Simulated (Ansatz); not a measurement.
BeS:
```yaml
crystal:
  lattice:
    - [3.45196, 0.00000, 0.00000]
    - [-1.72598, 2.98949, 0.00000]
    - [0.00000, 0.00000, 7.81125]
  atoms:
    - { symbol: Be, position: [0.00000, 0.50000, 0.33333] }
    - { symbol: Be, position: [0.50000, 0.50000, 0.66667] }
    - { symbol: Be, position: [0.50000, 0.00000, 0.00000] }
    - { symbol: S, position: [0.00000, 0.50000, 0.83333] }
    - { symbol: S, position: [0.50000, 0.50000, 0.16667] }
    - { symbol: S, position: [0.50000, 0.00000, 0.50000] }
```

Relaxed with PBE. Special points in fractions of this cell's reciprocal vectors: Γ (0.000, 0.000, 0.000); M (0.500, 0.000, 0.000); K (0.333, 0.333, 0.000); A (0.000, 0.000, 0.500); L (0.500, 0.000, 0.500); H (0.333, 0.333, 0.500).

Task: List the band energies nearest the valence-band maximum at these points for PBE in the plane-wave PAW code Ansatz.

Result: In eV from the valence-band maximum; about four levels below and three above (degenerate sets whole), none deeper than 8.9 eV; points with the same levels are listed once.

```json
[
 {"k": "Γ", "below": "-0.65 -0.65 -0.31 0.00", "above": "4.02 4.02 4.73"},
 {"k": "M", "below": "-2.18 -2.17 -1.73 -1.63", "above": "2.67 2.92 3.84"},
 {"k": "K", "below": "-3.89 -3.89 -2.47 -1.68 -1.68", "above": "4.01 4.25 4.25"},
 {"k": "A", "below": "-0.71 -0.45 -0.45 -0.38", "above": "3.50 5.07 5.07"},
 {"k": "L", "below": "-2.43 -1.99 -1.62 -1.28", "above": "3.22 3.83 4.02"},
 {"k": "H", "below": "-3.23 -3.23 -2.58 -1.21", "above": "4.42 4.99 5.91 5.91"}
]
```

Space group P6_422. The start of the workflow was typed in or built on a structure type; neither database checked (COD, Materials Project) lists it. COD files the formula under space group No. 216, so this cell is another polymorph or a model. Its standing as an ambient phase is unchecked. The PBE relaxation kept the symmetry of its start; its stability against distortions is not shown here.

Potentials: the later of the program's two PAW sets.
